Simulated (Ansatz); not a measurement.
Ansatz (an electronic-structure program) input:

Ansatz 0.2 input:
```yaml
crystal:
  lattice:
    - [-2.1893929532, 2.1893929532, 3.2748040785]
    - [2.1893929532, -2.1893929532, 3.2748040785]
    - [2.1893929532, 2.1893929532, -3.2748040785]
  atoms:
    - { symbol: Si, position: [0.0, 0.0, 0.0] }
    - { symbol: C, position: [0.75, 0.25, 0.5] }
    - { symbol: O, position: [0.4135323376, 0.2766952172, 0.4269949863] }
    - { symbol: O, position: [0.8497002309, 0.9865373513, 0.5730050137] }
    - { symbol: O, position: [0.7233047828, 0.1502997691, 0.1368371205] }
    - { symbol: O, position: [0.0134626487, 0.5864676624, 0.8631628796] }
kpoints:
  mp_grid: { grid: [9, 9, 9] }
hamiltonian:
  xc: pbesol
  pseudopotentials: { kind: paw }
scf:
  occupations: { method: fixed }
dielectric: {}
```

Output (shortened):

```
Pseudopotential: Si, paw, valence charge 4
Pseudopotential: C, paw, valence charge 4
Pseudopotential: O, paw, valence charge 6
Functional definition: PBEsol
Crystal: 6 atoms, lattice volume = 62.790 Å³
Basis set: ecut = 420 eV, 1251 PW (Γ), exchange–correlation on 64×64×64 points (8 copies of the dense FFT grid, shifted against one another)
Bands: 22, of which v1, the nominal top of the filled ones, is band 16 counted from 1 (15 counted from 0)
Symmetry: 4 space group operations
k-points: 365 of 729 (irreducible under 1 space group operation, time reversal used)
SCF iter   1: F=—  HF=-3112.805773 eV  |F-HF|=—  |Δ(HF+E_count)|=         —  Δρ=1.03e-2  dr2=4.73e-2  ethr=1.77e-3  ⟨swp⟩=5.0  Hψ=37720  notcnv=0  defer=1455
preconditioner: auto → none
SCF iter   2: F=—  HF=-3112.793004 eV  |F-HF|=—  |Δ(HF+E_count)|=   1.28e-2  Δρ=3.11e-3  dr2=3.37e-3  ethr=1.48e-4  ⟨swp⟩=2.1  Hψ=15752  notcnv=0  defer=1459
SCF iter   3: F=—  HF=-3112.792372 eV  |F-HF|=—  |Δ(HF+E_count)|=   6.32e-4  Δρ=1.01e-3  dr2=2.61e-4  ethr=1.05e-5  ⟨swp⟩=2.0  Hψ=13536  notcnv=0  defer=1459
SCF iter   4: F=—  HF=-3112.792542 eV  |F-HF|=—  |Δ(HF+E_count)|=   1.70e-4  Δρ=3.08e-4  dr2=2.60e-5  ethr=8.16e-7  ⟨swp⟩=2.1  Hψ=12003  notcnv=0  defer=1459
SCF iter   5: F=—  HF=-3112.792568 eV  |F-HF|=—  |Δ(HF+E_count)|=   2.62e-5  Δρ=8.57e-5  dr2=1.75e-6  ethr=8.13e-8  ⟨swp⟩=2.0  Hψ=12589  notcnv=0  defer=759
SCF iter   6: F=—  HF=-3112.792571 eV  |F-HF|=—  |Δ(HF+E_count)|=   3.05e-6  Δρ=1.57e-5  dr2=6.39e-8  ethr=5.46e-9  ⟨swp⟩=2.0  Hψ=11885  notcnv=0  defer=649
SCF iter   7: F=—  HF=-3112.792572 eV  |F-HF|=—  |Δ(HF+E_count)|=   2.02e-7  Δρ=3.22e-6  dr2=2.83e-9  ethr=2.00e-10  ⟨swp⟩=2.0  Hψ=13197  notcnv=0  defer=650
SCF iter   8: F=-3112.792572 eV  HF=-3112.792572 eV  |F-HF|=1.82e-12  |Δ(HF+E_count)|=   9.54e-9  Δρ=3.33e-7  dr2=9.20e-11  ethr=1.00e-12  ⟨swp⟩=9.2  Hψ=39765  notcnv=0
SCF 1 converged in 8 iterations: F = -3112.792572 eV  dr2 = 9.20e-11
NSCF: frozen V_eff on 11 k-points
DFPT response loops at Γ: preconditioner auto → none (the input reference at scf.mixing.eps_inf says where Resta's filter doesn't serve); β = 0.50 …
SCF converged after 8 iterations
Free energy (F): -3112.792572 eV
Harris-Foulkes:  -3112.792572 eV  (|F-HF|=1.82e-12)
Internal energy: -3112.792572 eV  (E = F + TS)
E sigma→0 (E₀):  -3112.792572 eV
Fermi energy:    2.983464 eV
--- Per-component energies (eV) ---
  E_band       = -145.980349
  E_kinetic    = 841.460329
  E_local      = -2050.632447  (includes V_loc(G=0)·N_el)
  E_nonlocal   = 244.058641
  E_hartree    = 726.925926
  E_xc         = -393.056186
  E_vxc        = -479.188466  (∫ρ·V_xc dr)
  E_paw        = -1206.640191  (= ΣΔE_a)
  E_vpaw       = -155.540371  (= ΣTr[D̂ρ^β])
  E_aug_tail   = 0.010208  (compensation charges beyond the density's cutoff)
  E_ewald      = -1275.112665
  E_core_change = 0.193813  (= ΣΔE_core)
  E_smearing   =  0.000000  (= −TS)
  E_closure    = 0.000000  (closes the sum)
  Σ components = -3112.792572   (vs F -3112.792572, Δ=0.00e0)
  [band-id]    e_kinetic+e_local+e_nonlocal+2·e_hartree+e_vxc+e_vpaw+e_augmentation_tail = -145.980253   (vs E_band -145.980349, Δ=9.64e-5)
--- Band table (eV; the first three rows and the last of 365) ---
  k-point 0: bands = ["-18.9922", "-14.9200", "-14.9200", "-14.6436", "-8.4701", "-4.6268", "-4.6268", "-3.8993", "-0.3689", "0.7684", "1.1992", "1.8436", "1.8436", "2.0477", "2.6564", "2.6564", "9.9561", "11.2896", "13.3231", "13.3231", "14.8467", "15.9176"]
  k-point 1: bands = ["-18.9394", "-15.0348", "-14.9304", "-14.6680", "-8.3093", "-4.7464", "-4.5328", "-3.8302", "-0.4036", "0.8239", "1.2519", "1.6428", "1.8158", "1.9604", "2.6632", "2.6866", "10.2789", "11.4258", "13.0901", "13.3304", "14.7841", "15.6645"]…
  k-point 2: bands = ["-18.7949", "-15.3205", "-14.9535", "-14.7377", "-7.8772", "-5.0391", "-4.2798", "-3.6980", "-0.4787", "0.9036", "1.0073", "1.3669", "1.7575", "1.9648", "2.7033", "2.7557", "11.0247", "11.6860", "12.6344", "13.5159", "14.5759", "15.2127"]…
  k-point 364: bands = ["-18.6351", "-15.6028", "-14.9858", "-14.8102", "-7.3855", "-5.1145", "-4.1104", "-3.6922", "-0.4631", "0.1652", "0.9044", "1.4095", "1.8748", "2.0756", "2.7023", "2.7902", "11.4627", "11.8614", "12.5069", "13.2791", "14.5371", "15.5136"]
--- Dielectric response (ions clamped): 2 representative field directions + reference, on 365 of 729 k-points (Σ response iterations 16) ---
  ε∞ (high-frequency dielectric tensor):
        2.714691     0.000001     0.000000
       -0.000001     2.714691     0.000000
        0.000000     0.000000     2.729874
  Born effective charges Z* (e; rows j = field, columns β = displacement):
    site 0:
         3.40445   -0.53830    0.00000
         0.53830    3.40445    0.00000
         0.00000    0.00000    3.46281
    site 1:
         2.89224    0.56979    0.00000
        -0.56979    2.89224    0.00000
         0.00000    0.00000    2.90793
    site 2:
        -1.07407    0.11704    0.09875
         0.13278   -2.07428   -0.88293
         0.06719   -0.84692   -1.59268
    site 3:
        -1.07407    0.11704   -0.09875
         0.13278   -2.07428    0.88293
        -0.06719    0.84692   -1.59268
    site 4:
        -2.07428   -0.13278    0.88293
        -0.11704   -1.07407    0.09875
         0.84692    0.06719   -1.59268
    site 5:
        -2.07428   -0.13278   -0.88293
        -0.11704   -1.07407   -0.09875
        -0.84692   -0.06719   -1.59268
  Z* charge neutrality: 6.213e-5 e pre-enforcement
  k-mesh period / interband length: 40.6 Å / 1.07 Å = 37.91 at k = (0.0000, 0.0000, 0.0000), direct gap 7.300 eV — 14 or more, which is no proof of convergence
```

Cost: about 6 core-minutes (a rough figure) on shared cores.

Space group I-4. The start of the workflow was typed in or built on a structure type; neither database checked (COD, Materials Project) lists it. Its standing as an ambient phase is unchecked. Symmetry was held in the PBEsol relaxation; whether a distortion lowers the energy is not shown.

Potentials: the later of the program's two PAW sets.

Ansatz is a plane-wave DFT program.
